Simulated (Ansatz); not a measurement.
WB (space group I4_1/amd)

```xyz
8
Lattice="-1.5505 1.5505 8.3877 1.5505 -1.5505 8.3877 1.5505 1.5505 -8.3877" Properties=species:S:1:pos:R:3 pbc="T T T"
B      1.5505     0.0000     6.8113
B      0.0000     0.0000    11.0051
B      0.0000     0.0000     5.7703
B      1.5505     0.0000     1.5764
W      0.0000     1.5505     0.8896
W      0.0000     0.0000    13.4712
W      0.0000     0.0000     3.3042
W      0.0000     1.5505     7.4981
```

The slice is a (001) plane (indices of the conventional cell) through the point (0.803, 0.803, 0.000) (fractional), spanned by u = [101] and v = [011] in vectors of this cell: u (3.10 Å) and v (3.10 Å, at 90° to u). It covers one period; positions are fractions (u, v).

Computed with LDA (plane waves to 420 eV, PAW, scalar-relativistic; Ansatz, an electronic-structure program). k mesh 18×18×18. Near the nuclei the fields are pseudised (PAW); where an atom keeps semicore shells as valence, they peak there. Spin-orbit coupling is left out, though W is heavy. WB is run without spin polarisation. WB was relaxed with its symmetry unable to fall.

**Question.** Predict the map of the valence electron density on the slice.

**Answer.** 
```
|8999997642100000001246799999|
|9999987542100000001245789999|
|9999987532100000001235789999|
|9999876431100000001134678999|
|9988765321100000001123567889|
|8777654221110000011122456777|
|6655432211111111111112234556|
|4443322111111111111111223344|
|2222211111111111111111112222|
|1111111111111222111111111111|
|0000001111122222221111100000|
|0000001111122222221111100000|
|0000000111222222222111000000|
|0000000111222222222111000000|
|0000000111222222222111000000|
|0000001111122222221111100000|
|0000001111122222221111100000|
|1111111111111222111111111111|
|2222211111111111111111112222|
|4443322111111111111111223344|
|6655432211111111111112234556|
|8777654221110000011122456777|
|9988765321100000001123567889|
|9999876431100000001134678999|
|9999987532100000001235789999|
|9999987542100000001245789999|
|8999997642100000001246799999|
|8899998642100000001246899998|
```
Scale: ten equal steps from -0.55 (start of '0') to 0.73 (end of '9'), in the order '0123456789'. Values: log₁₀ of the valence density in e/Å³. The map has 28 points along u (one character each, u = 0 at the left) and 28 along v (v = 0 in the bottom row). The scale is logarithmic, as a density can span decades between atoms and voids.
